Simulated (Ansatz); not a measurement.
Pb: frozen-core PAW against all-electron methods

```xyz
2
Lattice="3.4800 0.0000 0.0000 -1.7400 3.0138 0.0000 0.0000 0.0000 5.7018" Properties=species:S:1:pos:R:3 pbc="T T T"
Pb    0.0000    2.0092    1.4255
Pb    1.7400    1.0046    4.2764
```

Atoms are numbered in the order listed.

The cell is COD entry 1537623, as deposited and not checked against the literature; nothing was relaxed. The listed cell was then made from it by scaling, straining or moving an atom.

Spin–orbit coupling is left out, though it moves levels of the heavy atoms by tenths of an eV or more.

Levels of theory: DFT, PBEsol, PAW with Ansatz's default frozen-core files, scalar-relativistic (Ansatz 0.2.0); DFT, PBEsol, all-electron PAW with datasets made for the crystal, scalar-relativistic (Ansatz 0.2.0); DFT, PBEsol, all-electron LAPW, scalar-relativistic (Ansatz 0.2.0).

For PAW: a Γ-centred 14×14×8 k mesh, Fermi–Dirac smearing of 0.08 eV, cutoff 420 eV, no spin polarisation; the PAW files were made with PBE, and the program remakes their frozen cores for this functional. The crystal-made all-electron datasets (AE datasets) take a cutoff of 260 eV at this cell. LAPW targets a basis error of 0.5 meV/atom. The Ansatz runs share mesh, smearing and spin set-up. Plane-wave (PAW) pressures include the program's estimate of the Pulay term.

Stress and pressure are positive in compression.

Spin–orbit coupling is left out, which moves gradients at and beside heavy atoms by some per cent and at worst by a factor of two.

In a metal, gradients converge slowly with the k mesh: the values move by tens of per cent from one mesh to another, at times in sign, so only the comparison on one mesh counts.

| quantity | PAW | AE datasets | LAPW |
| --- | --- | --- | --- |
| pressure (GPa) | -0.06 | -0.06 | -0.06 |
| stress xx (GPa) | -0.32 | -0.32 | -0.32 |
| stress zz (GPa) | 0.46 | 0.47 | 0.47 |
| field gradient Vzz at Pb1 (10²¹ V/m²) | -3.29 | -3.32 | – |

PAW's pressure differs from the LAPW value by about 0.01 GPa or less.
